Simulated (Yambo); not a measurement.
Material: RbCl (rock salt, space group Fm-3m, No. 225); a = b = c = 4.510 Å, α = β = γ = 60.00° (2 atoms in the cell). Cell and atoms were relaxed with LDA from Materials Project entry mp-23295, within its symmetry.

With LDA (Quantum ESPRESSO, PseudoDojo norm-conserving, 56 Ry, without SOC), the gap between the mesh's edge points (Γ → Γ) is 4.848 eV.

### Question
By how much does one-shot G0W0 (Yambo; 4×4×4 Γ-centred k mesh, 159 bands and a 10 Ry block in the screening, 159 bands in G with the Bruneval-Gonze terminator, plasmon pole fitted at 27.2 eV) open this gap, and what gap results?

### Answer
The correction is 3.260 eV, giving 8.108 eV, 1.7 times the LDA value.  Nearest settings tried, and what they do to the gap: 53 bands in W, 53 bands in G: -113 meV; 2 Ry block (27 vectors against 283): -486 meV. Not varied: mesh. So the settings aren't converged at that level.
